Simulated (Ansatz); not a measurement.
In2Pt (fluorite or antifluorite type, Fm-3m) at seven volumes, the program Ansatz at the PBEsol level (PAW), scaled uniformly. One row is withheld.

```json
[
 {"V (Å³/atom)": "19.637", "P (GPa)": "12.98"},
 {"V (Å³/atom)": "20.284", "P (GPa)": "?"},
 {"V (Å³/atom)": "20.932", "P (GPa)": "3.55"},
 {"V (Å³/atom)": "21.579", "P (GPa)": "0.00"},
 {"V (Å³/atom)": "22.226", "P (GPa)": "-2.94"},
 {"V (Å³/atom)": "22.874", "P (GPa)": "-5.37"},
 {"V (Å³/atom)": "23.521", "P (GPa)": "-7.36"}
]
```

Task: Fit the shown pressures and predict the withheld one.

Result: P = (3/2)B₀(x^(7/2) − x^(5/2))[1 + (3/4)(B′ − 4)(x − 1)] with x = (V₀/V)^(2/3). Least squares on the six rows gives V₀ = 21.579 Å³/atom, B₀ = 107 GPa, B′ = 5.28. At V = 20.284, x = 1.0421 and P = 7.80 GPa. The run itself gave 7.83 GPa.

The workflow started from an entry of the Crystallography Open Database (COD). Whether it is the stable phase at ambient conditions was not checked. Symmetry was held in the PBEsol relaxation; its stability against distortions is not shown here. The run is not spin-polarised. Scalar-relativistic: spin–orbit coupling is off unless named, which matters more the heavier the elements.

Potentials: the later of the program's two PAW sets.
